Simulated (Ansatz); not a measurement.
Cu Kα1 powder pattern (kinematic, no thermal factors).
2θ (°) (relative intensity): 11.71 (6), 23.55 (13), 29.55 (1), 31.51 (11), 36.32 (3), 39.71 (100), 41.84 (4), 43.74 (9), 45.17 (40), 45.59 (1), 48.17 (8), 48.30 (3), 51.55 (5), 54.65 (2), 58.70 (4), 63.25 (4), 64.47 (1), 65.79 (12), 68.16 (11), 70.92 (2), 73.53 (3), 74.78 (1), 77.12 (4), 79.36 (1), 79.67 (22), 81.08 (2), 82.38 (3), 84.08 (2), 85.58 (6), 85.68 (1)

The pattern is computed from a structure relaxed with DFT PBE, scalar-relativistic, plane waves, PAW (Ansatz). No spin polarisation. Its elements are Al, Ni, Ti.

Give the structure.

Ti3Al4Ni.
Space group P4/mmm (No. 123). a = 2.837 Å, b = 2.837 Å, c = 15.102 Å, α = 90.00°, β = 90.00°, γ = 90.00°
| atom | site | symmetry | x | y | z |
| --- | --- | --- | --- | --- | --- |
| Ti | 1a | 4/mmm | 0.0000 | 0.0000 | 0.0000 |
| Ti | 2g | 4mm | 0.0000 | 0.0000 | 0.2693 |
| Al | 2h | 4mm | 0.5000 | 0.5000 | 0.1347 |
| Al | 2h | 4mm | 0.5000 | 0.5000 | 0.4016 |
| Ni | 1b | 4/mmm | 0.0000 | 0.0000 | 0.5000 |

A pattern alone doesn't exclude other cells with like lines; this is the one computed.

The cell was found from a structure generator's guess, not taken from experiment.
